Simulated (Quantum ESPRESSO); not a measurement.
## ZrTiAl3InW2 (finding a planted mistake in a log)

Simulated, not a measurement. The program is pw.x of Quantum ESPRESSO 7.5 (plane-wave density functional theory). The cell is made up: eight metal atoms on a hexagonal close-packed lattice, with elements, volume, strain and displacements drawn at random and not relaxed, so it may be unstable or far from any real phase. PseudoDojo standard norm-conserving files set the functional (PBE unless stated); there is no spin polarisation or spin-orbit coupling, the Fermi-Dirac width of 0.25 eV means electrons at about 2900 K, and the masses in the input are unused placeholders. Heavy elements are run without spin-orbit coupling, which real alloys of them have. A spin test at this wide smearing found no moment, but such smearing suppresses magnetism that the real alloy may have.

Intended input:

```
&control calculation='scf', pseudo_dir='./dojo.nc.sr.pbe.v0_5.standard.upf', outdir='./o', disk_io='minimal', tprnfor=.true., tstress=.true. /
&system ibrav=0, nat=8, ntyp=5, nbnd=50, ecutwfc=84.00895049, nosym=.true., tot_charge=0,
 occupations='smearing', smearing='fd', degauss=0.0183746611
/
&electrons conv_thr=1.470e-08, electron_maxstep=70, mixing_beta=0.5 /
ATOMIC_SPECIES
Al 1.0 Al.upf
In 1.0 In.upf
Ti 1.0 Ti.upf
W 1.0 W.upf
Zr 1.0 Zr.upf
CELL_PARAMETERS angstrom
4.5687 -2.6377 0.0
-3.0458 0.0 -4.8779
3.0458 5.2754 0.0
ATOMIC_POSITIONS angstrom
Zr -0.0436 0.0205 0.0461
Ti 1.5275 2.661 -0.0105
Al 0.0063 1.694 -2.4402
Al 1.6064 4.4531 -2.4758
In 2.997 0.0061 0.039
W 4.5624 2.5809 0.034
Al 1.5691 -0.8267 -2.4165
W 3.0809 1.8094 -2.4164
K_POINTS automatic
5 5 4 1 1 1
```

The log is shortened where brackets say so; the opening notice, blank lines, dates and the lines on written files are dropped, and the path of the files is cut. It prints rydbergs, bohrs and kilobars, and counts compression as positive stress. Its total energy is the free energy E - TS of the whole cell.

Log of the intended run:

```
     Program PWSCF v.7.5
     Parallel version (MPI & OpenMP), running on       4 processor cores
     Number of MPI processes:                 4
     Threads/MPI process:                     1
     [start-up lines left out]
     bravais-lattice index     =            0
     lattice parameter (alat)  =       9.9692  a.u.
     unit-cell volume          =    1057.8309 (a.u.)^3
     number of atoms/cell      =            8
     number of atomic types    =            5
     number of electrons       =        74.00
     number of Kohn-Sham states=           50
     kinetic-energy cutoff     =      84.0090  Ry
     charge density cutoff     =     336.0358  Ry
     scf convergence threshold =      1.5E-08
     mixing beta               =       0.5000
     number of iterations used =            8  plain     mixing
     Exchange-correlation= PBE
                           (   1   4   3   4   0   0   0)
     [axes and pseudopotential details left out]
   Cartesian axes
     site n.     atom                  positions (alat units)
         1        Zr     tau(   1) = (  -0.0082647   0.0038859   0.0087386  )
         2        Ti     tau(   2) = (   0.2895482   0.5044110  -0.0019903  )
         3        Al     tau(   3) = (   0.0011942   0.3211094  -0.4625568  )
         4        Al     tau(   4) = (   0.3045042   0.8441159  -0.4693050  )
         5        In     tau(   5) = (   0.5681021   0.0011563   0.0073927  )
         6        W      tau(   6) = (   0.8648345   0.4892275   0.0064449  )
         7        Al     tau(   7) = (   0.2974338  -0.1567067  -0.4580643  )
         8        W      tau(   8) = (   0.5840059   0.3429843  -0.4580453  )
     number of k points=    50  Fermi-Dirac smearing, width (Ry)=  0.0184
                       cart. coord. in units 2pi/alat
        k(    1) = (   0.1407286   0.0437505  -0.1960223), wk =   0.0400000
        k(    2) = (   0.2489814   0.2312526  -0.2636162), wk =   0.0400000
     [further k points left out]
     Dense  grid:   110009 G-vectors     FFT dimensions: (  60,  64,  72)
     Estimated max dynamical RAM per process >     321.40 MB
     Estimated total dynamical RAM >       1.18 GB
     Initial potential from superposition of free atoms
     starting charge      73.9838, renormalised to      74.0000
     Starting wfcs are   61 randomized atomic wfcs
     total cpu time spent up to now is        5.3 secs
     per-process dynamical memory:   249.1 Mb
     Self-consistent Calculation
     iteration #  1     ecut=    84.01 Ry     beta= 0.50
     Davidson diagonalization with overlap
     ethr =  1.00E-02,  avg # of iterations =  2.1
     Threshold (ethr) on eigenvalues was too large:
     Diagonalizing with lowered threshold
     Davidson diagonalization with overlap
     ethr =  4.63E-04,  avg # of iterations =  4.4
     total cpu time spent up to now is       25.6 secs
     total energy              =    -670.01005759 Ry
     estimated scf accuracy    <       0.36877818 Ry
     iteration #  2     ecut=    84.01 Ry     beta= 0.50
     Davidson diagonalization with overlap
     ethr =  4.98E-04,  avg # of iterations =  6.1
     total cpu time spent up to now is       37.5 secs
     total energy              =    -669.92284601 Ry
     estimated scf accuracy    <       1.51447267 Ry
     [iterations 3 to 12 left out]
     iteration # 13     ecut=    84.01 Ry     beta= 0.50
     Davidson diagonalization with overlap
     ethr =  1.42E-10,  avg # of iterations =  3.5
     total cpu time spent up to now is      148.5 secs
     total energy              =    -670.13419009 Ry
     estimated scf accuracy    <       0.00000061 Ry
     iteration # 14     ecut=    84.01 Ry     beta= 0.50
     Davidson diagonalization with overlap
     ethr =  1.42E-10,  avg # of iterations =  2.0
     total cpu time spent up to now is      157.3 secs
     End of self-consistent calculation
     [lines on levels left out]
!    total energy              =    -670.13419012 Ry
     estimated scf accuracy    <          6.1E-09 Ry
     smearing contrib. (-TS)   =      -0.09885633 Ry
     internal energy E=F+TS    =    -670.03533380 Ry
     The total energy is F=E-TS. E is the sum of the following terms:
     one-electron contribution =    -238.33860759 Ry
     hartree contribution      =     149.96924763 Ry
     xc contribution           =    -149.80117427 Ry
     ewald contribution        =    -431.86479957 Ry
     convergence has been achieved in  14 iterations
     Forces acting on atoms (cartesian axes, Ry/au):
     atom    1 type  5   force =    -0.00613137   -0.02937824   -0.01596454
     atom    2 type  3   force =     0.00067077    0.01734734    0.00702203
     atom    3 type  1   force =     0.02173789    0.03149919   -0.01318566
     atom    4 type  1   force =    -0.02783397   -0.02969909    0.02486122
     atom    5 type  2   force =     0.01669172    0.00506785   -0.02306669
     atom    6 type  4   force =    -0.00462103    0.00034376    0.00411358
     atom    7 type  1   force =     0.00345699   -0.01507344    0.00352890
     atom    8 type  4   force =    -0.00397101    0.01989262    0.01269116
     Total force =     0.084372     Total SCF correction =     0.000241
     Computing stress (Cartesian axis) and pressure
          total   stress  (Ry/bohr**3)                   (kbar)     P=     -116.56
  -0.00084954   0.00005573   0.00003008         -124.97        8.20        4.43
   0.00005573  -0.00076197  -0.00006193            8.20     -112.09       -9.11
   0.00003008  -0.00006193  -0.00076560            4.43       -9.11     -112.62
     init_run     :      5.01s CPU      5.22s WALL (       1 calls)
     electrons    :    150.62s CPU    152.05s WALL (       1 calls)
     forces       :      1.74s CPU      1.77s WALL (       1 calls)
     stress       :      6.14s CPU      6.31s WALL (       1 calls)
     [timing details left out]
     PWSCF        :   2m43.62s CPU   2m45.51s WALL
     JOB DONE.
```

A second run was made from an input with one planted mistake. Its log:

```
     Program PWSCF v.7.5
     Parallel version (MPI & OpenMP), running on       4 processor cores
     Number of MPI processes:                 4
     Threads/MPI process:                     1
     [start-up lines left out]
     bravais-lattice index     =            0
     lattice parameter (alat)  =       9.9692  a.u.
     unit-cell volume          =    1057.8309 (a.u.)^3
     number of atoms/cell      =            8
     number of atomic types    =            5
     number of electrons       =        74.00
     number of Kohn-Sham states=           50
     kinetic-energy cutoff     =      84.0090  Ry
     charge density cutoff     =     336.0358  Ry
     scf convergence threshold =      1.5E-08
     mixing beta               =       0.5000
     number of iterations used =            8  plain     mixing
     Exchange-correlation= PBE
                           (   1   4   3   4   0   0   0)
     [axes and pseudopotential details left out]
   Cartesian axes
     site n.     atom                  positions (alat units)
         1        Zr     tau(   1) = (  -0.0082647   0.0038859   0.0087386  )
         2        Ti     tau(   2) = (   0.2895482   0.5044110  -0.0019903  )
         3        Al     tau(   3) = (   0.0011942   0.3211094  -0.4303321  )
         4        Al     tau(   4) = (   0.3045042   0.8441159  -0.4693050  )
         5        In     tau(   5) = (   0.5681021   0.0011563   0.0073927  )
         6        W      tau(   6) = (   0.8648345   0.4892275   0.0064449  )
         7        Al     tau(   7) = (   0.2974338  -0.1567067  -0.4580643  )
         8        W      tau(   8) = (   0.5840059   0.3429843  -0.4580453  )
     number of k points=    50  Fermi-Dirac smearing, width (Ry)=  0.0184
                       cart. coord. in units 2pi/alat
        k(    1) = (   0.1407286   0.0437505  -0.1960223), wk =   0.0400000
        k(    2) = (   0.2489814   0.2312526  -0.2636162), wk =   0.0400000
     [further k points left out]
     Dense  grid:   110009 G-vectors     FFT dimensions: (  60,  64,  72)
     Estimated max dynamical RAM per process >     321.40 MB
     Estimated total dynamical RAM >       1.18 GB
     Initial potential from superposition of free atoms
     starting charge      73.9838, renormalised to      74.0000
     Starting wfcs are   61 randomized atomic wfcs
     total cpu time spent up to now is        5.6 secs
     per-process dynamical memory:   249.1 Mb
     Self-consistent Calculation
     iteration #  1     ecut=    84.01 Ry     beta= 0.50
     Davidson diagonalization with overlap
     ethr =  1.00E-02,  avg # of iterations =  2.1
     Threshold (ethr) on eigenvalues was too large:
     Diagonalizing with lowered threshold
     Davidson diagonalization with overlap
     ethr =  5.23E-04,  avg # of iterations =  4.0
     total cpu time spent up to now is       26.5 secs
     total energy              =    -669.97574094 Ry
     estimated scf accuracy    <       0.41129109 Ry
     iteration #  2     ecut=    84.01 Ry     beta= 0.50
     Davidson diagonalization with overlap
     ethr =  5.56E-04,  avg # of iterations =  6.1
     total cpu time spent up to now is       39.1 secs
     total energy              =    -669.87754704 Ry
     estimated scf accuracy    <       1.87537082 Ry
     [iterations 3 to 12 left out]
     iteration # 13     ecut=    84.01 Ry     beta= 0.50
     Davidson diagonalization with overlap
     ethr =  1.82E-10,  avg # of iterations =  2.9
     total cpu time spent up to now is      157.7 secs
     total energy              =    -670.12453081 Ry
     estimated scf accuracy    <       0.00000043 Ry
     iteration # 14     ecut=    84.01 Ry     beta= 0.50
     Davidson diagonalization with overlap
     ethr =  1.82E-10,  avg # of iterations =  2.0
     total cpu time spent up to now is      166.9 secs
     End of self-consistent calculation
     [lines on levels left out]
!    total energy              =    -670.12453084 Ry
     estimated scf accuracy    <       0.00000001 Ry
     smearing contrib. (-TS)   =      -0.09898499 Ry
     internal energy E=F+TS    =    -670.02554585 Ry
     The total energy is F=E-TS. E is the sum of the following terms:
     one-electron contribution =    -238.31631856 Ry
     hartree contribution      =     149.96104901 Ry
     xc contribution           =    -149.80555454 Ry
     ewald contribution        =    -431.86472177 Ry
     convergence has been achieved in  14 iterations
     Forces acting on atoms (cartesian axes, Ry/au):
     atom    1 type  5   force =    -0.00583107   -0.03607491   -0.00653605
     atom    2 type  3   force =     0.00435698    0.01768634    0.01551320
     atom    3 type  1   force =     0.02126681    0.03172573   -0.04724135
     atom    4 type  1   force =    -0.02783098   -0.02914188    0.02508084
     atom    5 type  2   force =     0.01375557    0.01123742   -0.01202136
     atom    6 type  4   force =    -0.00413627   -0.00049697    0.00774503
     atom    7 type  1   force =     0.00297920   -0.01489488    0.00323376
     atom    8 type  4   force =    -0.00456022    0.01995915    0.01422593
     Total force =     0.096406     Total SCF correction =     0.000273
     Computing stress (Cartesian axis) and pressure
          total   stress  (Ry/bohr**3)                   (kbar)     P=     -113.90
  -0.00083589   0.00005949   0.00002726         -122.96        8.75        4.01
   0.00005949  -0.00074870  -0.00008408            8.75     -110.14      -12.37
   0.00002726  -0.00008408  -0.00073831            4.01      -12.37     -108.61
     init_run     :      5.19s CPU      5.42s WALL (       1 calls)
     electrons    :    160.30s CPU    161.35s WALL (       1 calls)
     forces       :      1.93s CPU      1.96s WALL (       1 calls)
     stress       :      6.47s CPU      6.66s WALL (       1 calls)
     [timing details left out]
     PWSCF        :   2m54.03s CPU   2m55.59s WALL
     JOB DONE.
```

Question: the log repeats what the program read. Compare it with the intended run: what was wrong in the second input?

Answer: one coordinate of one atom is wrong. The input lines that differ:

```
- Al 0.0063 1.694 -2.4402
+ Al 0.0063 1.694 -2.2702
```

|  | intended run | run with the mistake |
| --- | --- | --- |
| free energy (eV) | -9117.640 | -9117.509 |
| entropy term -TS, part of it (eV) | -1.345 | -1.347 |
| pressure (GPa) | -11.66 | -11.39 |
| size of the largest force component (eV/Å) | 0.810 | 1.215 |
| largest change of a force component (eV/Å) |  | 0.876 |
| iterations | 14 | 14 |

For scale, a rerun of the intended cell at a higher cutoff and on a denser mesh moved values by no more than 0.002 eV in energy, 0.02 GPa in stress and 0.006 eV/Å in force, and a second program with other atomic files agreed on that cell to 2 % rms in force and 0.5 GPa in pressure.